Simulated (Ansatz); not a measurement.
# Ta3Ru: zone-centre modes under pressure

Ta3Ru, Fm-3m, a = 6.347 Å. The structure is a Materials Project entry; whether it is the stable form wasn't checked. Ansatz: LDA, PAW, 420 eV, Γ-centred 12×12×12 mesh on 4 atoms, Fermi-Dirac smearing 0.15 eV; no spin polarisation. Cell and atoms are relaxed at each pressure with the symmetry kept; optical modes at Γ by linear response, in cm⁻¹, matched by rank (the highest 3 distinct ones).

| P (GPa) | V (Å³/atom) | ω1 | ω2 | ω3 |
| --- | --- | --- | --- | --- |
| 0 | 15.981 | 163.0 | 187.1 | 191.5 |
| 2 | 15.858 | ? | ? | ? |
| 6 | 15.625 | 170.0 | 195.2 | 199.9 |

Question: Get each mode's Grüneisen parameter γ = −d ln ω/d ln V from the other rows and predict the missing frequencies.

Answer: ln(V/V0) = 0.0000, -0.0077, -0.0225; a line through ln(ω/ω0) of the 2 known rows gives ω1: γ = 1.869, predicted 165.4, computed 165.4; ω2: γ = 1.884, predicted 189.8, computed 190.1; ω3: γ = 1.908, predicted 194.3, computed 194.2. The worst miss is 0.1 %, or 9 % of the shift under pressure, so a constant γ serves at that level. In a metal these frequencies hang on the mesh and smearing.

Spin–orbit coupling is left out, which can shift energies with elements as heavy as these.